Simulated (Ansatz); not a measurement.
A relaxed structure of SnO2 is spoiled in several ways and relaxed again each time (noise and exchanges are one random draw each; squeezed and stretched starts keep its symmetry, which their runs cannot lower; pressure is positive under compression). Method: PBE (plane waves to 420 eV, PAW, scalar-relativistic; Ansatz, an electronic-structure program).

Space group P4₂/mnm (No. 136); a = b = 4.828 Å, c = 3.238 Å, α = β = γ = 90.00°

```csv
atom,site,symmetry,x,y,z
Sn,2a,m.mm,0.0000,0.0000,0.0000
O,4f,m.2m,0.3066,0.3066,0.0000
```

```
change                                                                                                           first pressure (GPa)  largest first force (eV/Å)  released (eV/atom)  moves                outcome  final group  E − E(parent) (eV/atom)
---------------------------------------------------------------------------------------------------------------  --------------------  --------------------------  ------------------  -----  ---------------------  -----------  -----------------------
deformed by the Cartesian strain tensor (xx, yy, zz, yz, xz, xy) = (0.008, 0.057, 0.028, -0.035, -0.101, 0.037)                  -6.3                        0.63                0.20      8  returns to the parent      P4₂/mnm                    0.000
stretched uniformly to 130 % of its volume                                                                                 (withheld)                        0.59          (withheld)      7             (withheld)   (withheld)               (withheld)
with one O and one Sn atom exchanged in a cell of 6 atoms                                                                        35.0                       18.88                1.66     70         trapped higher         Amm2                   +0.585
```

### Question
Fill in the missing entries.

### Answer

- stretched uniformly to 130 % of its volume, first pressure (GPa): -24.3
- stretched uniformly to 130 % of its volume, released (eV/atom): 0.37
- stretched uniformly to 130 % of its volume, outcome: returns to the parent
- stretched uniformly to 130 % of its volume, final group: P4₂/mnm
- stretched uniformly to 130 % of its volume, E − E(parent) (eV/atom): 0.000

First-step values come from each run's starting, coarser k-mesh (5×5×7). The runs use different k-meshes, so differences are rounded accordingly. No spin polarisation in the result.
